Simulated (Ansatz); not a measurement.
Perovskite alloy of KMgF3 and KZnF3 (1 of 2 Mg sites exchanged), 10 atoms with displaced atoms

A calculation with Ansatz 0.2.0 (PAW, plane waves); the settings stand in the input.

Input:

```yaml
crystal:
  lattice:
    - [8.020358, 0.000000, 0.000000]
    - [0.000000, 4.010179, 0.000000]
    - [0.000000, 0.000000, 4.010179]
  atoms:
    - { symbol: K, position: [0.000420, 0.957476, 0.037084] }
    - { symbol: K, position: [0.514086, 0.028683, 0.024775] }
    - { symbol: Mg, position: [0.221691, 0.493299, 0.484652] }
    - { symbol: Zn, position: [0.744453, 0.512043, 0.468619] }
    - { symbol: F, position: [0.238191, 0.447724, 0.980526] }
    - { symbol: F, position: [0.753099, 0.482797, 0.998669] }
    - { symbol: F, position: [0.006521, 0.510538, 0.519193] }
    - { symbol: F, position: [0.496560, 0.491383, 0.513649] }
    - { symbol: F, position: [0.251454, 0.948969, 0.470993] }
    - { symbol: F, position: [0.732485, 0.996470, 0.510605] }
kpoints:
  mp_grid: { grid: [2, 2, 2], shift: [0.5, 0.5, 0.5] }
hamiltonian:
  xc: pbesol
scf:
  occupations: { method: fermi_dirac, width: 0.01 }
  max_iter: 6
output:
  forces: true
  eigenvalues: true
  stress: true
```

Command:

```sh
ansatz run in.yaml --threads 8 --pin off --max-ram 13300MiB --runs-dir r --events-out ev --progress --plain
```

The end of the output:

```
Initial density: superposition of atomic densities (neutral atoms: chi_scale 0, normalization atom), corrected by the library's trained network
Initial wavefunctions: pseudopotential atomic-orbital guess
Functional: x = pbesol(κ = 0.804, μ = 0.12345679012345678), c = pbesol(β = 0.046)
SCF iter   1: F=—  HF=-13039.322907 eV  |F-HF|=—  |Δ(HF+E_count)|=         —  Δρ=1.39e-2  dr2=1.58e-1  ethr=1.77e-3  ⟨swp⟩=7.0  Hψ=902  notcnv=0
preconditioner: auto → Resta (q_TF=auto, 2.530 Å⁻¹)  ε∞=3.5  [insulator: Δε(μ)=7.032 eV  Ē_g=17.807 eV  σ=0.010 eV  W_gap=1.00  n_scr=38 (ndim 8)  ℏωp=28.1 eV  f_vac=0.054  D(μ)=0.00/eV (n_scr^D=0)  ε∞_Penn≈3.5]
SCF iter   2: F=—  HF=-13039.273974 eV  |F-HF|=—  |Δ(HF+E_count)|=   4.89e-2  Δρ=2.32e-3  dr2=3.66e-3  ethr=1.93e-4  ⟨swp⟩=2.0  Hψ=398  notcnv=0  defer=16
SCF iter   3: F=—  HF=-13039.273437 eV  |F-HF|=—  |Δ(HF+E_count)|=   5.37e-4  Δρ=9.76e-4  dr2=1.27e-3  ethr=4.47e-6  ⟨swp⟩=2.2  Hψ=358  notcnv=0
automatic band count: iteration 3 solves 47 bands in place of 51: the levels show a gap, and the empty bands left out lie too high to hold charge; the band table lists the bands solved (type scf.n_extra_bands for more)
SCF iter   4: F=—  HF=-13039.273444 eV  |F-HF|=—  |Δ(HF+E_count)|=   6.89e-6  Δρ=5.66e-4  dr2=3.18e-4  ethr=1.54e-6  ⟨swp⟩=3.0  Hψ=981  notcnv=0
SCF iter   5: F=—  HF=-13039.273390 eV  |F-HF|=—  |Δ(HF+E_count)|=   5.42e-5  Δρ=1.20e-4  dr2=2.56e-5  ethr=3.87e-7  ⟨swp⟩=3.0  Hψ=904  notcnv=0
SCF iter   6: F=—  HF=-13039.273265 eV  |F-HF|=—  |Δ(HF+E_count)|=   1.24e-4  Δρ=3.77e-5  dr2=2.83e-6  ethr=3.12e-8  ⟨swp⟩=5.8  Hψ=1044  notcnv=0
automatic band count: iteration 6 solves 51 bands in place of 47: the SCF can't look for a level among the bands left out, or has no iteration left to take one in, so it keeps every band
Error: did not converge after 6 iterations: dr2 = 2.83e-6 (threshold 1.00e-7), under the density mixer `msr1`, which `scf.mixing.algorithm: auto` chose by the deck's other keys (type `scf.mixing.algorithm: msr1` to keep it); raise `scf.max_iter`, which need not help a stalled SCF, or adjust the mixing (`scf.mixing`) or, under a smearing, its width (`scf.occupations.width`, in either direction: ano
```

No converged result was reached.
